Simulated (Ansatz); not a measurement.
ScPd3 in space group I4/mmm (No. 139; Pd on 2b, Pd on 4d, Sc on 2a) under volume change, r²SCAN (plane waves, PAW; program Ansatz), shape and atoms relaxed at each volume.

```
V (Å³/atom)  E − E(relaxed) (meV/atom)  P (GPa)
-----------  -------------------------  -------
14.504                            74.2    18.17
14.982                             [?]      [?]
15.460                             7.3     5.03
15.939                             0.0     0.00
16.417                             6.5    -4.21
16.895                             [?]      [?]
17.373                            52.1   -10.69
```

### Question
Some entries are withheld; supply them.

### Answer

- 16.895, E − E(relaxed) (meV/atom): 24.5
- 16.895, P (GPa): -7.74
- 14.982, E − E(relaxed) (meV/atom): 31.0
- 14.982, P (GPa): 11.02

### Question
What does a third-order Birch–Murnaghan fit give for V₀, B₀ and B′?

### Answer
V₀ = 15.94 Å³/atom, B₀ = 153 GPa, B′ = 4.9.

A made-up cell: these elements were put on the sites of a structure type; neither database checked (COD, Materials Project) lists it. COD files the formula under space group No. 221, so this cell is another polymorph or a model. Its standing as an ambient phase is unchecked. Symmetry was held in the r²SCAN relaxation; its stability against distortions is not shown here. No spin polarisation was allowed.

Potentials: the earlier of the program's two PAW sets.
